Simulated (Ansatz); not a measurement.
Space group I4/mmm (No. 139). a = 4.055 Å, b = 4.055 Å, c = 13.015 Å, α = 90.00°, β = 90.00°, γ = 90.00°
```json
{"atom": "Ba", "site": "2a", "symmetry": "4/mmm", "x": "0.0000", "y": "0.0000", "z": "0.0000"}
{"atom": "As", "site": "4e", "symmetry": "4mm", "x": "0.0000", "y": "0.0000", "z": "0.3550"}
{"atom": "Rh", "site": "4d", "symmetry": "-4m2", "x": "0.0000", "y": "0.5000", "z": "0.2500"}
```

Equation of state of this BaAs2Rh2 structure (not necessarily the ground state), with shape and atoms relaxed at each volume where symmetry leaves them free. It has no gap at any of these volumes. Method: DFT r2SCAN, scalar-relativistic, plane waves, PAW (Ansatz 0.2.0).

Plane waves to 500 eV, a k mesh through Γ of 12×12×12 on the computed 5-atom cell and Gaussian smearing (0.10 eV); no spin polarisation.

| V (Å³/atom) | E − E(largest V) (meV/atom) | P (GPa) |
| --- | --- | --- |
| 18.832 | 53.97 | 14.02 |
| 19.474 | 7.08 | 9.55 |
| 20.116 | -23.37 | 5.79 |
| 20.758 | -39.99 | 2.63 |
| 21.400 | -45.01 | 0.00 |
| 22.042 | -40.30 | -2.22 |
| 22.684 | -27.45 | -4.06 |
| 23.540 | 0.00 | -6.01 |

Question: Fit a third-order Birch–Murnaghan equation to E(V).

Answer: V0 = 21.39 Å³/atom, B0 = 81 GPa, B0' = 4.9.

Spin-orbit coupling is left out, which matters for the bands of heavy elements.

Cost: 8 runs of about 65 core-minutes in all, on Arm Neoverse V1 (shared hosts).